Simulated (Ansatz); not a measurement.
A geometry of SnO away from equilibrium: the start of the relaxation of a generated cell, SnO placed in the 4H structure type. These are r2SCAN (plane waves to 500 eV, PAW, scalar-relativistic; Ansatz, a first-principles code) values and carry that method's errors. Γ-centred k-mesh 7×7×2 on the run's cell (coarser than for final values), Fermi–Dirac smearing 0.05 eV.

```xyz
8
Lattice="3.6205 0.0000 0.0000 -1.8102 3.1354 0.0000 0.0000 0.0000 11.8525" Properties=species:S:1:pos:R:3 pbc="T T T"
Sn     0.0000     0.0000     0.0000
Sn     0.0000     0.0000     5.9262
Sn     1.8102     1.0451     8.8915
Sn     0.0000     2.0903     2.9652
O      0.0000     0.0000     9.6261
O      0.0000     0.0000     3.6999
O      1.8102     1.0451     6.6764
O      0.0000     2.0903     0.7501
```

Problem. Predict the force on each atom, in eV/Å.

Solution. 
| atom | Fx | Fy | Fz |
|---|---|---|---|
| Sn1 | 0.00 | 0.00 | -0.28 |
| Sn2 | 0.00 | 0.00 | -0.28 |
| Sn3 | 0.00 | 0.00 | 0.08 |
| Sn4 | 0.00 | 0.00 | 0.08 |
| O5 | 0.00 | 0.00 | -0.21 |
| O6 | 0.00 | 0.00 | -0.21 |
| O7 | 0.00 | 0.00 | 0.41 |
| O8 | 0.00 | 0.00 | 0.41 |

Problem. What is the pressure?

Solution. +15.7 GPa, compression positive.

Problem. How far above the relaxed end point is this geometry?

Solution. 0.38 eV/atom; the path ends in P6₃mc (No. 186).

No spin polarisation in the result. Without a van der Waals term the distances between weakly bound units are poorly fixed.

The run could not lose the symmetry of its start: the end is stationary, and may be a saddle point rather than a minimum.

The end of the path is a generated cell of SnO: the first start was made by placing the elements on the sites of a structure type, and the end was not matched to a known phase here, so it may be hypothetical. Known forms of SnO include space group No. 129.
